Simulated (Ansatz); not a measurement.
Calculation for Cd (hcp type): DFT, LDA, PAW with Ansatz's default frozen-core files, scalar-relativistic (Ansatz 0.2.0). This run: hcp relaxed under pressure.

The start is a guessed cell.

Command: `ansatz run input.yaml --threads 1 --pin off --max-ram 3584MiB --backend cpu --events-out ev --progress --plain --runs-dir out` It took 26 s on 1 thread of Arm Neoverse V2 (shared host), peak memory 0.35 GiB.

```yaml
crystal:
  lattice:
    - [2.8069157387, 0.0, 0.0]
    - [-1.4034578694, 2.430860336, 0.0]
    - [0.0, 0.0, 4.5472034967]
  atoms:
    - { symbol: Cd, position: [0.3333333333, 0.6666666667, 0.25] }
    - { symbol: Cd, position: [0.6666666667, 0.3333333333, 0.75] }
kpoints:
  mp_grid: { grid: [16, 16, 9] }
scf:
  occupations: { method: fermi_dirac, width: 0.08 }
hamiltonian:
  xc: lda
  pseudopotentials: { kind: paw }
output:
  forces: true
  stress: true
  eigenvalues: true
relax:
  f_tol: 0.005
  max_steps: 40
  cell: { p_target: 35.0, stress_tol: 0.03 }
```

Output:

```
Engine: ansatz 0.2.0
Pseudopotentials: kind: paw
Pseudopotential: Cd, paw, valence charge 20, recommended cutoff 420 eV (normal), Cd.paw.azcp
Functional definition: SPW92
  exchange = slater_x
  correlation = pw_c
Crystal: 2 atoms, lattice volume = 31.027 Å³
Basis set: ecut = 420 eV, 603 PW (Γ)
Bands: 24, of which v1, the nominal top of the filled ones, is band 20 counted from 1 (19 counted from 0)
Symmetry: 24 space group operations
Space group: P63/mmc (ITA 194), of the structure as read, at distance tolerance 3.1e-5 Å
k-points: 150 of 2304
Non-local potential: Cd, projectors of the file, l = 0: 3, l = 1: 2, l = 2: 2, l = 3: 1
PAW form: soft (Blöchl's): semilocal exchange-correlation on the pseudo side does not see the compensation charge
PAW frozen core: Cd, regenerated for the run's functional, and the local potential with it (the file was generated under x = pbe(κ = 0.804, μ = 0.2195149727645171), c = pbe(β = 0.06672455060314922))
PAW one-centre angular grid: Cd, 590 points (default); XC on 64 Gauss nodes
Initial density: superposition of atomic densities (neutral atoms: chi_scale 0, normalization atom), corrected by the library's trained network
Initial wavefunctions: pseudopotential atomic-orbital guess
Functional: x = slater, c = lda
SCF iter   1: F=—  HF=-16235.067336 eV  |F-HF|=—  |Δ(HF+E_count)|=         —  Δρ=1.19e-2  dr2=3.18e-2  ethr=1.77e-3  ⟨swp⟩=5.3  Hψ=13705  notcnv=0
preconditioner: auto → Kerker (q_TF=auto, 2.846 Å⁻¹)  [metal: Δε(μ)=0.025 eV  Ē_g=15.328 eV  σ=0.080 eV  W_gap=0.08  n_scr=10 (ndim 8)  ℏωp=32.7 eV  f_vac=0.000  D(μ)=0.31/eV (n_scr^D=0)]
SCF iter   2: F=—  HF=-16235.057149 eV  |F-HF|=—  |Δ(HF+E_count)|=   1.02e-2  Δρ=3.84e-3  dr2=3.33e-3  ethr=7.95e-5  ⟨swp⟩=2.8  Hψ=7680  notcnv=0
SCF iter   3: F=—  HF=-16235.056110 eV  |F-HF|=—  |Δ(HF+E_count)|=   1.04e-3  Δρ=1.13e-3  dr2=1.63e-4  ethr=8.32e-6  ⟨swp⟩=2.0  Hψ=5132  notcnv=0
SCF iter   4: F=—  HF=-16235.056100 eV  |F-HF|=—  |Δ(HF+E_count)|=   1.08e-5  Δρ=1.32e-4  dr2=3.24e-6  ethr=4.08e-7  ⟨swp⟩=2.8  Hψ=7127  notcnv=0
SCF iter   5: F=—  HF=-16235.056096 eV  |F-HF|=—  |Δ(HF+E_count)|=   3.23e-6  Δρ=2.35e-5  dr2=1.77e-7  ethr=8.09e-9  ⟨swp⟩=2.3  Hψ=6545  notcnv=0
SCF iter   6: F=-16235.056096 eV  HF=-16235.056096 eV  |F-HF|=3.51e-9  |Δ(HF+E_count)|=   4.38e-8  Δρ=5.24e-6  dr2=6.85e-9  ethr=2.50e-10  ⟨swp⟩=4.1  Hψ=11363  notcnv=0
the search or the solves at the SCF's close seem to have found levels that the self-consistency loop had missed (the run counts 1). By its estimate they hold under 1e-12 electrons; where the run keeps them, the occupations were computed again with them
SCF 1 converged in 6 iterations: F = -16235.056096 eV  dr2 = 6.85e-9
  greatest PAW one-centre occupation: 1.000 electrons in one spin orbital (limit 2), on the Cd atom at site 1 (counted from 0), in its partial waves of l = 0
relax step   1: F+E_penalty+E_count = -16235.05609636 eV  Δ(F+E_penalty+E_count) = +0.000e0 eV  max|allowed force component| = 2.035e-16 eV/Å  Δτ_max = 0.0000 Å  P = +33.843 GPa  Ω = 31.027 Å³  (6 SCF iters, dr2 threshold 1.00e-7 eV, accepted)
Crystal: 2 atoms, lattice volume = 30.608 Å³
Initial density: handed on by an earlier stage of this run
Initial wavefunctions: those handed on with the density
iter 1 solved again at ethr=1.02e-6 eV; its pass at ethr=3.10e-3 eV (dr2=4.07e-4 eV) is discarded
SCF iter   1: F=—  HF=-16234.963657 eV  |F-HF|=—  |Δ(HF+E_count)|=         —  Δρ=1.09e-3  dr2=3.74e-4  ethr=1.02e-6  ⟨swp⟩=2.0  Hψ=17552  notcnv=0
preconditioner: auto → Kerker (q_TF=auto, 2.853 Å⁻¹)  [metal: Δε(μ)=0.045 eV  Ē_g=15.534 eV  σ=0.080 eV  W_gap=0.14  n_scr=10 (ndim 8)  ℏωp=32.9 eV  f_vac=0.000  D(μ)=0.31/eV (n_scr^D=0)]
SCF iter   2: F=—  HF=-16234.963551 eV  |F-HF|=—  |Δ(HF+E_count)|=   1.06e-4  Δρ=5.21e-4  dr2=8.29e-5  ethr=9.34e-7  ⟨swp⟩=2.3  Hψ=5121  notcnv=0
SCF iter   3: F=—  HF=-16234.963521 eV  |F-HF|=—  |Δ(HF+E_count)|=   3.05e-5  Δρ=1.53e-4  dr2=5.07e-6  ethr=2.07e-7  ⟨swp⟩=2.2  Hψ=4627  notcnv=0
SCF iter   4: F=-16234.963520 eV  HF=-16234.963520 eV  |F-HF|=4.17e-8  |Δ(HF+E_count)|=   8.90e-7  Δρ=3.43e-5  dr2=1.65e-7  ethr=5.00e-10  ⟨swp⟩=2.9  Hψ=12968  notcnv=0
SCF 2 converged in 4 iterations: F = -16234.963520 eV  dr2 = 1.65e-7
relax step   2: F+E_penalty+E_count = -16234.96351994 eV  Δ(F+E_penalty+E_count) = +9.258e-2 eV  max|allowed force component| = 1.295e-16 eV/Å  Δτ_max = 0.0000 Å  P = +37.185 GPa  Ω = 30.608 Å³  energy of the carried Pulay correction = +1.153e-4 eV  (4 SCF iters, dr2 threshold 2.00e-7 eV, rejected (line search))
Crystal: 2 atoms, lattice volume = 30.880 Å³
iter 1 solved again at ethr=2.07e-7 eV; its pass at ethr=3.10e-3 eV (dr2=8.26e-5 eV) is discarded
SCF iter   1: F=—  HF=-16235.024674 eV  |F-HF|=—  |Δ(HF+E_count)|=         —  Δρ=7.25e-4  dr2=1.65e-4  ethr=2.07e-7  ⟨swp⟩=2.2  Hψ=17626  notcnv=0
eigensolver tolerance schedule calibrated: the retry pair's looser diagonalisation under-reported the residual by θ = 0.50 (0.12/decade); ethr = c·dr2/N_el runs at the constant in force after the calibration composes with the one it found (an armed cap, an earlier calibration), c = 7.0e-2
preconditioner: auto → Kerker (q_TF=auto, 2.849 Å⁻¹)  [metal: Δε(μ)=0.026 eV  Ē_g=15.474 eV  σ=0.080 eV  W_gap=0.08  n_scr=10 (ndim 8)  ℏωp=32.7 eV  f_vac=0.000  D(μ)=0.32/eV (n_scr^D=0)]
SCF iter   2: F=—  HF=-16235.024626 eV  |F-HF|=—  |Δ(HF+E_count)|=   4.71e-5  Δρ=3.37e-4  dr2=3.51e-5  ethr=2.07e-7  ⟨swp⟩=2.0  Hψ=5131  notcnv=0
SCF iter   3: F=—  HF=-16235.024610 eV  |F-HF|=—  |Δ(HF+E_count)|=   1.66e-5  Δρ=9.98e-5  dr2=2.22e-6  ethr=6.17e-8  ⟨swp⟩=2.0  Hψ=4875  notcnv=0
SCF iter   4: F=—  HF=-16235.024614 eV  |F-HF|=—  |Δ(HF+E_count)|=   4.24e-6  Δρ=2.28e-5  dr2=7.08e-8  ethr=3.89e-9  ⟨swp⟩=2.0  Hψ=5058  notcnv=0
SCF iter   5: F=—  HF=-16235.024614 eV  |F-HF|=—  |Δ(HF+E_count)|=   7.13e-9  Δρ=3.21e-6  dr2=2.49e-9  ethr=1.24e-10  ⟨swp⟩=2.7  Hψ=7499  notcnv=0
SCF iter   6: F=—  HF=-16235.024614 eV  |F-HF|=—  |Δ(HF+E_count)|=  1.82e-11  Δρ=5.56e-7  dr2=7.61e-11  ethr=4.37e-12  ⟨swp⟩=2.0  Hψ=5403  notcnv=0
SCF iter   7: F=-16235.024614 eV  HF=-16235.024614 eV  |F-HF|=0.00e0  |Δ(HF+E_count)|=    0.00e0  Δρ=8.37e-8  dr2=2.15e-12  ethr=1.00e-12  ⟨swp⟩=4.8  Hψ=12424  notcnv=0
SCF 3 converged in 7 iterations: F = -16235.024614 eV  dr2 = 2.15e-12
[... lines left out ...]
SCF iter   2: F=—  HF=-16235.024834 eV  |F-HF|=—  |Δ(HF+E_count)|=   1.05e-9  Δρ=5.00e-6  dr2=2.03e-9  ethr=1.32e-11  ⟨swp⟩=2.0  Hψ=6564  notcnv=0
SCF iter   3: F=—  HF=-16235.024834 eV  |F-HF|=—  |Δ(HF+E_count)|=  3.42e-10  Δρ=8.68e-7  dr2=1.07e-10  ethr=5.08e-12  ⟨swp⟩=1.2  Hψ=3917  notcnv=0
SCF iter   4: F=—  HF=-16235.024834 eV  |F-HF|=—  |Δ(HF+E_count)|=  2.36e-11  Δρ=2.04e-7  dr2=1.06e-11  ethr=1.00e-12  ⟨swp⟩=1.0  Hψ=3600  notcnv=0
SCF iter   5: F=-16235.024834 eV  HF=-16235.024834 eV  |F-HF|=5.46e-12  |Δ(HF+E_count)|=  3.64e-12  Δρ=3.34e-8  dr2=2.62e-13  ethr=1.00e-12  ⟨swp⟩=4.6  Hψ=12176  notcnv=0
SCF 6 converged in 5 iterations: F = -16235.024834 eV  dr2 = 2.62e-13
relax step   6: F+E_penalty+E_count = -16235.02483426 eV  Δ(F+E_penalty+E_count) = +3.710e-5 eV  max|allowed force component| = 3.053e-16 eV/Å  Δτ_max = 0.0000 Å  P = +35.002 GPa  Ω = 30.881 Å³  stress off target by 1.39e-2 GPa  SCF on the basis re-selected at this cell (its energy is not comparable with the rows above)  (5 SCF iters)
basis re-selected at this cell: Δ(F+E_penalty+E_count) = +3.710e-5 eV, ΔP = +0.001 GPa vs the last step (what re-selecting the basis moved, of the pressure what is left beyond the Pulay correction that the steps carried, after the strain that the cell walked since its last selection, with what the two solves' SCF thresholds leave and, on support functions, any second-order correction that the steps lacked; it is no measure of the basis error at this ecutwfc). This SCF's stress stands 1.39e-2 GPa from its target on what of the cell is left free (relax.cell.stress_tol is 3.00e-2 GPa) and its largest allowed force component is 3.05e-16 eV/Å (relax.f_tol is 5.00e-3 eV/Å): within both
SCF converged after 5 iterations
Free energy (F): -16235.024834 eV
Harris-Foulkes:  -16235.024834 eV  (|F-HF|=5.46e-12)
Internal energy: -16235.017772 eV  (E = F + TS)
E sigma→0 (E₀):  -16235.021303 eV
Entropy (-TS):   -0.007063 eV (-3.531 meV/atom)
Fermi energy:    22.365587 eV
--- Per-component energies (eV) ---
  E_band       = -535.964850
  E_kinetic    = 1019.614023
  E_local      = -4703.975203  (includes V_loc(G=0)·N_el)
  E_nonlocal   = 77.943481
  E_hartree    = 2298.475701
  E_xc         = -357.828490
  E_vxc        = -451.676996  (∫ρ·V_xc dr)
  E_paw        = -7890.232510  (= ΣΔE_a)
  E_vpaw       = -1074.821597  (= ΣTr[D̂ρ^β])
  E_aug_tail   = 0.000020  (compensation charges beyond the density's cutoff)
  E_ewald      = -6680.547932
  E_core_change = 1.533138  (= ΣΔE_core)
  E_smearing   = -0.007063  (= −TS)
  E_closure    = 0.000000  (closes the sum)
  Σ components = -16235.024834   (vs F -16235.024834, Δ=0.00e0)
--- Forces (eV/Å), atoms counted from 1 ---
  atom   1  Cd     0.00000000    -0.00000000    -0.00000000
  atom   2  Cd     0.00000000     0.00000000     0.00000000
  max |Σ_I F_I| component: 5.55e-17 eV/Å
--- Stress (GPa, compression-positive) ---
       34.995380       0.000000       0.000000
        0.000000      34.995380      -0.000000
        0.000000      -0.000000      35.013904
  P = ⅓ Tr σ = 35.0016 GPa (350.016 kbar)
--- Band table (eV; the first three rows and the last of 150) ---
  k-point 0: bands = ["-81.8161", "-81.7987", "-43.0344", "-42.8966", "-42.8966", "-42.8756", "-42.8718", "-42.8718", "10.0150", "10.2343", "11.4705", "11.5540", "11.5540", "11.7646", "11.7646", "12.0568", "12.0568", "13.0253", "13.0253", "17.9727", "21.3890", "35.1374", "37.1794", "37.3102"]
  k-point 1: bands = ["-81.8156", "-81.7992", "-43.0297", "-42.8958", "-42.8958", "-42.8805", "-42.8726", "-42.8726", "10.1186", "10.2628", "11.4548", "11.5248", "11.5248", "11.7404", "11.7404", "12.1227", "12.1227", "13.0156", "13.0156", "17.1716", "22.3552", "35.0248", "36.9138", "37.0988"]
  k-point 2: bands = ["-81.8141", "-81.8007", "-43.0160", "-42.8943", "-42.8937", "-42.8937", "-42.8747", "-42.8747", "10.3446", "10.4003", "11.4397", "11.4763", "11.4763", "11.6767", "11.6767", "12.2765", "12.2765", "12.9808", "12.9808", "15.7706", "24.2488", "34.6267", "36.0218", "36.6075"]
  k-point 149: bands = ["-81.7952", "-81.7950", "-43.0009", "-43.0001", "-42.9680", "-42.9604", "-42.9080", "-42.9064", "10.7927", "10.8004", "11.2021", "11.3633", "11.7420", "11.8117", "12.1684", "12.2289", "13.0507", "13.0935", "21.4277", "22.0058", "23.7578", "23.8636", "24.5487", "24.7775"]
--- Relaxed structure (5 steps of the walk, 4 accepted, 1 SCFs on fresh bases) ---
  F+E_penalty+E_count = -16235.02483426 eV   max|allowed force component| = 3.053e-16 eV/Å   (the final SCF, on the basis selected at the relaxed cell)
  cell:  # Å, volume = 30.8808 Å³
    - [2.799658592364614, 2.8792913079428464e-11, -1.1611146761363978e-45]
    - [-1.3998292962072423, 2.4245754628967413, -9.777441323270874e-35]
    - [6.2075434366384284e-86, -1.8289827151242723e-34, 4.54933801536064]
  atoms:
    - { symbol: Cd, position: [0.3333333333333333, 0.6666666666666665, 0.25] }
    - { symbol: Cd, position: [0.6666666666666666, 0.33333333333333326, 0.7500000000000001] }
```

Next run (diamond relaxed under pressure), as changes to the input before:

```diff
   lattice:
-    - [2.8069157387, 0.0, 0.0]
-    - [-1.4034578694, 2.430860336, 0.0]
-    - [0.0, 0.0, 4.5472034967]
+    - [0.0, 2.6086218222, 2.6086218222]
+    - [2.6086218222, 0.0, 2.6086218222]
+    - [2.6086218222, 2.6086218222, 0.0]
   atoms:
-    - { symbol: Cd, position: [0.3333333333, 0.6666666667, 0.25] }
-    - { symbol: Cd, position: [0.6666666667, 0.3333333333, 0.75] }
+    - { symbol: Cd, position: [-0.125, -0.125, -0.125] }
+    - { symbol: Cd, position: [0.125, 0.125, 0.125] }
 kpoints:
-  mp_grid: { grid: [16, 16, 9] }
+  mp_grid: { grid: [12, 12, 12] }
 scf:
```

Command: `ansatz run input.yaml --threads 1 --pin off --max-ram 3584MiB --backend cpu --events-out ev --progress --plain --runs-dir out` It took 24 s on 1 thread of Arm Neoverse V2 (shared host), peak memory 0.32 GiB.

Results part of the output:

```
basis re-selected at this cell: Δ(F+E_penalty+E_count) = -1.404e-6 eV, ΔP = -0.000 GPa vs the last step (what re-selecting the basis moved, of the pressure what is left beyond the Pulay correction that the steps carried, after the strain that the cell walked since its last selection, with what the two solves' SCF thresholds leave and, on support functions, any second-order correction that the steps lacked; it is no measure of the basis error at this ecutwfc). This SCF's stress stands 2.04e-4 GPa from its target on what of the cell is left free (relax.cell.stress_tol is 3.00e-2 GPa) and its largest allowed force component is 1.43e-16 eV/Å (relax.f_tol is 5.00e-3 eV/Å): within both
SCF converged after 5 iterations
Free energy (F): -16233.299243 eV
Harris-Foulkes:  -16233.299243 eV  (|F-HF|=0.00e0)
Internal energy: -16233.281793 eV  (E = F + TS)
E sigma→0 (E₀):  -16233.290518 eV
Entropy (-TS):   -0.017449 eV (-8.725 meV/atom)
Fermi energy:    14.602747 eV
--- Per-component energies (eV) ---
  E_band       = -813.193577
  E_kinetic    = 1021.159703
  E_local      = -6557.884021  (includes V_loc(G=0)·N_el)
  E_nonlocal   = 77.522936
  E_hartree    = 3086.569636
  E_xc         = -356.559567
  E_vxc        = -450.007379  (∫ρ·V_xc dr)
  E_paw        = -7891.315160  (= ΣΔE_a)
  E_vpaw       = -1077.124134  (= ΣTr[D̂ρ^β])
  E_aug_tail   = 0.000023  (compensation charges beyond the density's cutoff)
  E_ewald      = -5614.308481
  E_core_change = 1.533138  (= ΣΔE_core)
  E_smearing   = -0.017449  (= −TS)
  E_closure    = 0.000000  (closes the sum)
  Σ components = -16233.299243   (vs F -16233.299243, Δ=0.00e0)
--- Forces (eV/Å), atoms counted from 1 ---
  atom   1  Cd     0.00000000    -0.00000000    -0.00000000
  atom   2  Cd    -0.00000000     0.00000000     0.00000000
  max |Σ_I F_I| component: 4.63e-17 eV/Å
--- Stress (GPa, compression-positive) ---
       35.000204      -0.000000      -0.000000
        0.000000      35.000204       0.000000
        0.000000       0.000000      35.000204
  P = ⅓ Tr σ = 35.0002 GPa (350.002 kbar)
--- Band table (eV; the first three rows and the last of 72) ---
  k-point 0: bands = ["-88.8514", "-88.7536", "-50.0787", "-50.0787", "-50.0787", "-49.8309", "-49.8309", "-49.8309", "3.8199", "3.8199", "3.8199", "3.8528", "3.8528", "5.3179", "5.6689", "5.6689", "5.6689", "6.3763", "6.3763", "22.0755", "22.0755", "22.0755", "22.7416", "22.7416"]
  k-point 1: bands = ["-88.8502", "-88.7549", "-50.0802", "-50.0802", "-50.0776", "-49.8321", "-49.8294", "-49.8294", "3.7239", "3.7239", "3.8227", "3.9693", "3.9693", "5.3327", "5.6550", "5.6550", "5.7499", "6.3828", "6.3828", "20.1406", "21.4179", "21.4179", "23.0573", "23.4334"]
  k-point 2: bands = ["-88.8466", "-88.7585", "-50.0844", "-50.0844", "-50.0745", "-49.8355", "-49.8252", "-49.8252", "3.6507", "3.6507", "3.8280", "4.0923", "4.0923", "5.2972", "5.6295", "5.6295", "6.0841", "6.3945", "6.3945", "17.8419", "20.6133", "20.6133", "22.8298", "24.1468"]
  k-point 71: bands = ["-88.8026", "-88.8026", "-50.1223", "-50.1223", "-49.9554", "-49.9554", "-49.7877", "-49.7877", "3.3942", "3.3942", "4.3145", "4.3145", "4.8568", "4.8568", "5.2195", "5.2195", "6.6612", "6.6612", "11.8536", "11.8536", "14.0468", "14.0468", "24.0074", "24.0074"]
--- Relaxed structure (6 steps of the walk, 6 accepted, 2 SCFs on fresh bases) ---
  F+E_penalty+E_count = -16233.29924252 eV   max|allowed force component| = 1.434e-16 eV/Å   (the final SCF, on the basis selected at the relaxed cell)
  cell:  # Å, volume = 42.1967 Å³
    - [3.567556678382891e-33, 2.7632247985199143, 2.7632247985199143]
    - [2.7632247985199143, -4.164272512547773e-33, 2.7632247985199143]
    - [2.7632247985199143, 2.7632247985199143, -2.8920217046083165e-33]
  atoms:
    - { symbol: Cd, position: [-0.125, -0.125, -0.125] }
    - { symbol: Cd, position: [0.125, 0.125, 0.125] }
```

Next run (simple hexagonal relaxed under pressure), as changes to the input before:

```diff
   lattice:
-    - [0.0, 2.6086218222, 2.6086218222]
-    - [2.6086218222, 0.0, 2.6086218222]
-    - [2.6086218222, 2.6086218222, 0.0]
+    - [2.6921939832, 0.0, 0.0]
+    - [-1.3460969916, 2.3315083814, 0.0]
+    - [0.0, 0.0, 2.5306623442]
   atoms:
-    - { symbol: Cd, position: [-0.125, -0.125, -0.125] }
-    - { symbol: Cd, position: [0.125, 0.125, 0.125] }
+    - { symbol: Cd, position: [0.0, 0.0, 0.0] }
 kpoints:
-  mp_grid: { grid: [12, 12, 12] }
+  mp_grid: { grid: [16, 16, 15] }
 scf:
```

Results part of the output:

```
basis re-selected at this cell: Δ(F+E_penalty+E_count) = -1.074e-4 eV, ΔP = -0.004 GPa vs the last step (what re-selecting the basis moved, of the pressure what is left beyond the Pulay correction that the steps carried, after the strain that the cell walked since its last selection, with what the two solves' SCF thresholds leave and, on support functions, any second-order correction that the steps lacked; it is no measure of the basis error at this ecutwfc). This SCF's stress stands 9.58e-3 GPa from its target on what of the cell is left free (relax.cell.stress_tol is 3.00e-2 GPa) and its largest allowed force component is 0.00e0 eV/Å (relax.f_tol is 5.00e-3 eV/Å): within both
SCF converged after 5 iterations
Free energy (F): -8117.343919 eV
Harris-Foulkes:  -8117.343919 eV  (|F-HF|=0.00e0)
Internal energy: -8117.336750 eV  (E = F + TS)
E sigma→0 (E₀):  -8117.340334 eV
Entropy (-TS):   -0.007169 eV (-7.169 meV/atom)
Fermi energy:    20.239094 eV
--- Per-component energies (eV) ---
  E_band       = -301.292582
  E_kinetic    = 510.094008
  E_local      = -2544.581948  (includes V_loc(G=0)·N_el)
  E_nonlocal   = 38.736052
  E_hartree    = 1228.875618
  E_xc         = -178.798686
  E_vxc        = -225.684492  (∫ρ·V_xc dr)
  E_paw        = -3945.154244  (= ΣΔE_a)
  E_vpaw       = -537.607486  (= ΣTr[D̂ρ^β])
  E_aug_tail   = 0.000012  (compensation charges beyond the density's cutoff)
  E_ewald      = -3227.274129
  E_core_change = 0.766569  (= ΣΔE_core)
  E_smearing   = -0.007169  (= −TS)
  E_closure    = 0.000000  (closes the sum)
  Σ components = -8117.343919   (vs F -8117.343919, Δ=0.00e0)
--- Forces (eV/Å), atoms counted from 1 ---
  atom   1  Cd     0.00000000     0.00000000     0.00000000
  max |Σ_I F_I| component: 2.88e-32 eV/Å
--- Stress (GPa, compression-positive) ---
       34.990424       0.000000      -0.000000
       -0.000000      34.990424      -0.000000
        0.000000      -0.000000      34.994274
  P = ⅓ Tr σ = 34.9917 GPa (349.917 kbar)
--- Band table (eV; the first three rows and the last of 240) ---
  k-point 0: bands = ["-83.5093", "-44.5847", "-44.5371", "-44.5371", "8.3197", "9.0088", "9.8242", "9.8242", "11.4649", "11.4649", "30.2007", "34.4529", "36.3455", "37.7940"]
  k-point 1: bands = ["-83.5089", "-44.5907", "-44.5367", "-44.5367", "8.3467", "9.1457", "9.8306", "9.8306", "11.4323", "11.4323", "29.2425", "34.5274", "37.3721", "37.9878"]
  k-point 2: bands = ["-83.5076", "-44.6077", "-44.5354", "-44.5354", "8.4210", "9.5558", "9.8488", "9.8488", "11.3413", "11.3413", "27.2948", "34.7478", "38.5652", "38.5652"]
  k-point 239: bands = ["-83.4743", "-44.6922", "-44.6786", "-44.6546", "9.2255", "9.4927", "10.0822", "10.4712", "11.8474", "23.6165", "24.3968", "26.1816", "28.2332", "28.9171"]
--- Relaxed structure (5 steps of the walk, 5 accepted, 1 SCFs on fresh bases) ---
  F+E_penalty+E_count = -8117.34391873 eV   max|allowed force component| = 0.000e0 eV/Å   (the final SCF, on the basis selected at the relaxed cell)
  cell:  # Å, volume = 16.5424 Å³
    - [2.672204748628945, -4.503405312532278e-33, 2.4751540649032368e-33]
    - [-1.3361023743144724, 2.314197196426077, 2.930429659049949e-33]
    - [2.06812872976456e-33, 4.782547687580545e-33, 2.675035487430832]
  atoms:
    - { symbol: Cd, position: [0.0, 0.0, 0.0] }
```

The PAW files were made under PBE.
